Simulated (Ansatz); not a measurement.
# Trial inputs on HfMg3

All trials start from this Ansatz input:

```yaml
crystal:
  lattice:
    - [-2.226353, 2.226353, 4.48462]
    - [2.226353, -2.226353, 4.48462]
    - [2.226353, 2.226353, -4.48462]
  atoms:
    - { symbol: Mg, position: [0.5, 0.5, 0.0] }
    - { symbol: Mg, position: [0.25, 0.75, 0.5] }
    - { symbol: Mg, position: [0.75, 0.25, 0.5] }
    - { symbol: Hf, position: [0.0, 0.0, 0.0] }
basis:
  ecutwfc: 420
kpoints:
  mp_grid: { grid: [4, 4, 4] }
hamiltonian:
  xc: pbe
scf:
  occupations: { method: gaussian, width: 0.1 }
output:
  forces: true
  stress: true
  eigenvalues: true
```

Command:

```bash
ansatz run input.yaml --threads 1 --pin off --max-ram 1331MiB --backend cpu --events-out ev --progress --plain --runs-dir out
```

The run converges in 7 SCF iterations on 13 irreducible k-points: pressure -0.20 GPa, no gap.

These settings were drawn at random to show what each does; none of the numbers is a converged property of the crystal. Each trial's input is given as a difference from the reference's; energies are extrapolated to zero smearing where there is one, and pressure is positive in compression.

Trial 1:

```diff
 hamiltonian:
-  xc: pbe
+  xc: lda
```

What does the program give?

The run converges in 8 SCF iterations on 13 irreducible k-points: pressure -3.70 GPa, no gap.

Trial 2:

```diff
 basis:
-  ecutwfc: 420
+  ecutwfc: 200
```

How does this run end?

The run converges in 8 SCF iterations on 13 irreducible k-points: energy 2.77 eV per atom above the reference, pressure 1.60 GPa (unreliable at so low a cutoff), no gap. It warns that the cutoff lies under the recommended one, 420 eV for these potentials.

Trial 3:

```diff
 basis:
+  precision: f64
 kpoints:
-  mp_grid: { grid: [4, 4, 4] }
+  mp_grid: { kspacing: 0.54 }
 hamiltonian:
-  xc: pbe
+  xc: pbesol
 scf:
-  occupations: { method: gaussian, width: 0.1 }
+  occupations: { method: cold, width: "0.02 Ry" }
+  convergence: { dr2_threshold: "1e-6 eV" }
```

What does the program give?

The run converges in 6 SCF iterations on 13 irreducible k-points: pressure -1.57 GPa, no gap. It warns that the SCF threshold is loose for the forces; that the SCF threshold is loose for the stress.

Trial 4:

```diff
 kpoints:
-  mp_grid: { grid: [4, 4, 4] }
+  mp_grid: { grid: [1, 1, 1] }
 hamiltonian:
+  hubbard: { sites: [{ species: Hf, l: d, u_eff: 1.5 }] }
 scf:
-  occupations: { method: gaussian, width: 0.1 }
+  occupations: { method: cold, width: 0.093 }
```

What happens?

The run converges in 10 SCF iterations on 1 irreducible k-point: pressure -6.41 GPa. Under a U the state reached may not be the lowest.

Trial 5:

```diff
 scf:
-  occupations: { method: gaussian, width: 0.1 }
+  occupations: { method: methfessel_paxton }
 output:
-  forces: true
+  forces: false
```

How does this run end?

The run converges in 7 SCF iterations on 13 irreducible k-points: energy 0.05 meV per atom below the reference, pressure -0.25 GPa, no gap.

Trial 6:

```diff
 hamiltonian:
-  xc: pbe
+  xc: revpbe
+  dispersion: d3bjatm
 scf:
+  n_extra_bands: 8
+  convergence: { dr2_threshold: "1e-10 eV" }
```

How does this run end?

The run converges in 10 SCF iterations on 13 irreducible k-points: pressure -3.07 GPa, no gap.